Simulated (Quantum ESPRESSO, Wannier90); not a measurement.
**Wannier functions of BaTiO₃ (Amm2)**

```
BaTiO3
1.0
    3.98333     0.00000     0.00000
    0.00000     2.86259     2.87534
    0.00000    -2.86259     2.87534
Ba Ti O
1 1 3
Cartesian
  0.00000   0.00000   0.01961
  1.99166   0.00000  -2.76895
  1.99166  -1.46828   1.35078
  1.99166   1.46828   1.35078
  0.00000   0.00000   2.80748
```

Cell from Materials Project (mp-5777), symmetrised, no further relaxation. COD (Crystallography Open Database) has the formula in 5 space groups, this one among them (matched by group alone). Level: LDA, no spin polarisation, no spin-orbit coupling; pw.x of Quantum ESPRESSO at 68 Ry with PseudoDojo potentials, 4×4×4 k-points, Wannier90. Density: 8×8×8 mesh, cold smearing 0.01 Ry. Spin-orbit coupling is left out although heavy elements are present.

The lattice is scaled uniformly with fixed fractional positions (axis ratios and free coordinates are held, so this isn't the response to pressure), and at each scale an atom-like model (Ti d, O p; disentangled, num_iter = 0) is made. Listed is the largest hopping of each kind of orbital pair shown, with the distance of the two functions' centres at scale 1; the mesh was not varied.

```tsv
scale	gap (eV)	modulus of t, O5 px–Ti2 dx2-y2 at 2.00 Å (eV)	modulus of t, O4 py–O3 py at 2.86 Å (eV)
0.960	2.411	2.213	0.556
0.980	2.274	2.055	0.548
1.000	2.133	1.909	0.538
1.020	1.994	1.775	0.525
1.040	1.859	1.651	0.510
```

### Question
With |t| ∝ d^(−η), find η for each hopping from the ends of the series, and the volume deformation potential of the gap at scale 1.

### Answer
- O5 px–Ti2 dx2-y2 at 2.00 Å: η = −ln(1.651/2.213)/ln(1.040/0.960) = 3.7
- O4 py–O3 py at 2.86 Å: η = −ln(0.510/0.556)/ln(1.040/0.960) = 1.1
Harrison's rules would take η = 3.5, 2.0 for these pairs; they describe atomic orbitals, while these are orthogonalised and change shape with the volume.
Volume deformation potential of the gap: dE_g/d ln V = (1.994 − 2.274)/(3 ln(1.020/0.980)) = -2.3 eV.
